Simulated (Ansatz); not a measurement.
Stability checks on a candidate for HfSnO4

The structure comes from a generated guess, relaxed at this level; another structure or a mixture of phases may lie lower.

The calculation used DFT PBE, scalar-relativistic, plane waves, PAW (Ansatz). Plane waves to 420 eV, an 8×8×6 mesh through Γ for the 6-atom cell and 0.02 eV Gaussian smearing; no spin polarisation.

```
Hf Sn O
1.0
     3.59986    0.00000    0.00000
     0.00000    3.59986    0.00000
     0.00000    0.00000    5.42705
Hf Sn O
1 1 4
Direct
  0.00000 0.00000 0.00000
  0.50000 0.50000 0.50000
  0.00000 0.50000 0.68427
  0.50000 0.00000 0.82180
  0.50000 0.00000 0.31573
  0.00000 0.50000 0.17820
```

Formation energies are uncorrected and refer to the elements' standard structures at the same level (O₂ as a molecule). The references include grey tin.

Question: These tests were run: energy against the elements; phonons on a 2×2×1 q mesh; elastic tensor. What do they show?

Answer:

| test | result |
| --- | --- |
| energy against the elements | −2.432 eV/atom |
| phonons on a 2×2×1 q mesh | imaginary modes down to 160i cm⁻¹ |
| elastic tensor | least eigenvalue -150 GPa |

It fails 2 tests: phonons on a 2×2×1 q mesh and elastic tensor. So it isn't even a local minimum.

Spin–orbit coupling, which can matter for Hf, is left out. The run for the phonons used an 8×8×6 k mesh. The run for the elastic tensor used an 8×8×6 k mesh. Another cell of HfSnO4 relaxed alike, in Cmmm, lies 87 meV/atom lower, so this cell isn't the stable form at this level.
